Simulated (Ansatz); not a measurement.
Relaxed-ion elastic tensor of ScSi (CsCl type, Pm-3m) in GPa (Voigt order), r²SCAN in the plane-wave PAW code Ansatz; density 3.31 g/cm³, 18.30 Å³ per atom.

```csv
,1,2,3,4,5,6
1,-7.1,135,135,0.0,0.0,0.0
2,135,-7.1,135,0.0,0.0,0.0
3,135,135,-7.1,0.0,0.0,0.0
4,0.0,0.0,0.0,-72.0,0.0,0.0
5,0.0,0.0,0.0,0.0,-72.0,0.0
6,0.0,0.0,0.0,0.0,0.0,-72.0
```

Task: Is the crystal mechanically stable?

Result: No: the smallest eigenvalue of C is -142 GPa.

The cell is a constructed one: a structure type filled with these elements; neither database checked (COD, Materials Project) lists it. Whether it is the stable phase at ambient conditions was not checked. The cell was relaxed with r²SCAN under the symmetry of its start. At this level the phase is mechanically unstable. No spin polarisation was allowed. As this level gives no gap, shear constants depend on the k-mesh and smearing (Fermi–Dirac, 0.1 eV here).

Potentials: the later of the program's two PAW sets.
